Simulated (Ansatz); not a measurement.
Si₃N₄ (P6_3/m) from a database of computed structures, relaxed with r2SCAN in the PAW code Ansatz. It is hexagonal, P6_3/m (No. 176); conventional cell a = 7.606 Å, c = 2.906 Å, 10.40 Å³ an atom. Si is surrounded by 4 N at 1.73–1.74 Å; N is surrounded by 3 Si at 1.73 Å; N is surrounded by 3 Si at 1.73–1.74 Å.

The axes x, y and z are those of this cell:
```
Si N
1.0
     7.60566    0.00000    0.00000
    -3.80283    6.58670    0.00000
     0.00000    0.00000    2.90565
Si N
6 8
Direct
  0.23061 0.82457 0.75000
  0.40604 0.23061 0.25000
  0.82457 0.59396 0.25000
  0.17543 0.40604 0.75000
  0.59396 0.76939 0.75000
  0.76939 0.17543 0.25000
  0.33333 0.66667 0.75000
  0.66667 0.33333 0.25000
  0.96874 0.66968 0.75000
  0.29906 0.96874 0.25000
  0.66968 0.70094 0.25000
  0.33032 0.29906 0.75000
  0.03126 0.33032 0.25000
  0.70094 0.03126 0.75000
```

Unstrained: PBE gives an indirect gap of 4.334 eV, from Γ–A (0.34 of the way from Γ) to Γ; the least direct gap is 4.538 eV at Γ. r2SCAN gives an indirect gap of 4.990 eV, from Γ–A (0.34 of the way from Γ) to Γ; the least direct gap is 5.204 eV at Γ. HSE06 gives an indirect gap of 5.774 eV, from Γ–A (0.34 of the way from Γ) to Γ; the least direct gap is 6.006 eV at Γ. Meshes: PBE 6×6×8, r2SCAN 6×6×8, HSE06 3×3×6. Strains are changes of length per length. After each strain the atoms were relaxed again with r2SCAN within the symmetry that the strain leaves, so tilts or polar shifts that break it weren't tested; points keep the names that they have in the unstrained zone. The values are computed, spin-unpolarised, and not measurements.

(1) Apply epitaxial +3.0 % in the xy plane, free normal strain -0.99 %. How far does the gap move, against the unstrained cell?

(2) Apply epitaxial -3.0 % in the xy plane, free normal strain +1.44 %. How far does the gap move, against the unstrained cell?

(3) Apply epitaxial -2.0 % in the xy plane, free normal strain +0.90 %. How far does the gap move, against the unstrained cell?

(4) Estimate what epitaxial +2.0 % in the xy plane, free normal strain -0.70 % does to the gap.

(5) Apply epitaxial -1.0 % in the xy plane, free normal strain +0.43 %. How far does the gap move, against the unstrained cell?

(6) For epitaxial +1.0 % in the xy plane, how far does the free direction move, and what happens to the gap?

(7) Order the strained cells by their HSE06 gap, smallest first.
A. epitaxial -3.0 % in the xy plane
B. epitaxial +2.0 % in the xy plane
C. epitaxial +3.0 % in the xy plane
D. epitaxial +1.0 % in the xy plane
E. epitaxial -2.0 % in the xy plane
F. epitaxial -1.0 % in the xy plane

## Answers

(1) PBE: the gap goes from 4.334 to 4.070 eV (-0.264 eV); the edges go from Γ–A (0.34) → Γ to Γ → (0, -1/2, 0.424). r2SCAN: the gap goes from 4.990 to 4.693 eV (-0.297 eV); the edges go from Γ–A (0.34) → Γ to Γ → (0, -1/2, 0.424). HSE06: the gap goes from 5.774 to 5.506 eV (-0.268 eV); the edges go from Γ–A (0.34) → Γ to Γ → (0, -1/2, 0.424). The r2SCAN energy rises by 33.3 meV an atom.

(2) PBE: the gap goes from 4.334 to 3.776 eV (-0.558 eV); the edges go from Γ–A (0.34) → Γ to Γ–A (0.35) → Γ. r2SCAN: the gap goes from 4.990 to 4.419 eV (-0.571 eV); the edges go from Γ–A (0.34) → Γ to Γ–A (0.35) → Γ. HSE06: the gap goes from 5.774 to 5.200 eV (-0.574 eV); the edges go from Γ–A (0.34) → Γ to Γ–A (0.35) → Γ. The r2SCAN energy rises by 35.3 meV an atom.

(3) PBE: the gap goes from 4.334 to 3.974 eV (-0.360 eV). r2SCAN: the gap goes from 4.990 to 4.622 eV (-0.368 eV). HSE06: the gap goes from 5.774 to 5.405 eV (-0.369 eV). The r2SCAN energy rises by 15.6 meV an atom.

(4) PBE: the gap goes from 4.334 to 4.317 eV (-0.017 eV); the edges go from Γ–A (0.34) → Γ to Γ–A (0.30) → (0, -1/2, 0.427). r2SCAN: the gap goes from 4.990 to 4.946 eV (-0.044 eV); the edges go from Γ–A (0.34) → Γ to Γ–A (0.30) → (0, -1/2, 0.427). HSE06: the gap goes from 5.774 to 5.750 eV (-0.024 eV); the edges go from Γ–A (0.34) → Γ to Γ–A (0.30) → (0, -1/2, 0.427). The r2SCAN energy rises by 15.0 meV an atom.

(5) PBE: the gap goes from 4.334 to 4.160 eV (-0.174 eV). r2SCAN: the gap goes from 4.990 to 4.813 eV (-0.177 eV). HSE06: the gap goes from 5.774 to 5.596 eV (-0.178 eV). The r2SCAN energy rises by 3.9 meV an atom.

(6) The normal strain at zero normal stress is -0.37 %, 0.37 of the in-plane strain with the sign turned. PBE: the gap goes from 4.334 to 4.492 eV (+0.158 eV); the edges go from Γ–A (0.34) → Γ to Γ–A (0.33) → Γ. r2SCAN: the gap goes from 4.990 to 5.152 eV (+0.162 eV); the edges go from Γ–A (0.34) → Γ to Γ–A (0.33) → Γ. HSE06: the gap goes from 5.774 to 5.935 eV (+0.161 eV); the edges go from Γ–A (0.34) → Γ to Γ–A (0.33) → Γ.

(7) A (5.20 eV), E (5.40 eV), C (5.51 eV), F (5.60 eV), B (5.75 eV), D (5.94 eV).

Where an edge lies off the special points, it is a point of the mesh or the k point where a search put PBE's edge or least direct gap, reused for the other functionals, whose own edges may lie a little apart.

The meshes of the hybrids are coarse, so their gaps aren't converged to the digits shown.
